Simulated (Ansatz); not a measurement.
BaZrS3:
```
BaZrS3
1.0
    7.16241     0.00000     0.00000
    0.00000    10.03207     0.00000
    0.00000     0.00000     7.03025
Ba Zr S
4 4 12
Direct
  0.05130   0.25000   0.01140
  0.94870   0.75000   0.98860
  0.44870   0.75000   0.51140
  0.55130   0.25000   0.48860
  0.00000   0.00000   0.50000
  0.50000   0.00000   0.00000
  0.50000   0.50000   0.00000
  0.00000   0.50000   0.50000
  0.99296   0.25000   0.56500
  0.00704   0.75000   0.43500
  0.50704   0.75000   0.06500
  0.49296   0.25000   0.93500
  0.21019   0.96589   0.78999
  0.78981   0.03411   0.21001
  0.28981   0.03411   0.28999
  0.71019   0.96589   0.71001
  0.71019   0.53411   0.71001
  0.28981   0.46589   0.28999
  0.78981   0.46589   0.21001
  0.21019   0.53411   0.78999
```

Relaxed with PBE. Special points in fractions of this cell's reciprocal vectors: Γ (0.000, 0.000, 0.000); X (0.500, 0.000, 0.000); S (0.500, 0.500, 0.000); Y (0.000, 0.500, 0.000); Z (0.000, 0.000, 0.500); U (0.500, 0.000, 0.500); R (0.500, 0.500, 0.500); T (0.000, 0.500, 0.500).

Q: List the band energies nearest the valence-band maximum at these points for the program Ansatz at the PBE level (PAW).

A: In eV from the valence-band maximum; about four levels below and three above (degenerate sets whole), none deeper than 8.9 eV; points with the same levels are listed once.

```tsv
k	below	above
Γ	-0.16 -0.04 -0.01 0.00	1.06 1.13 1.21
X	-0.52 -0.52 -0.20 -0.20	2.05 2.05 2.17 2.17
S	-0.31 -0.31 -0.31 -0.31	2.42 2.42 2.42 2.42
Y	-0.25 -0.25 -0.22 -0.22	1.23 1.23 2.06 2.06
Z	-0.46 -0.46 -0.28 -0.28	2.10 2.10 2.18 2.18
U	-0.35 -0.35 -0.05 -0.05	1.17 1.17 2.47 2.47
R	-0.34 -0.34 -0.34 -0.34	2.18 2.18 2.18 2.18
T	-0.35 -0.35 -0.27 -0.27	2.36 2.36 2.37 2.37
```

Space group Pnma. The PBE relaxation kept the symmetry of its start. No spin polarisation was allowed. Spin–orbit coupling is left out wherever it is not named.

Potentials: the later of the program's two PAW sets.
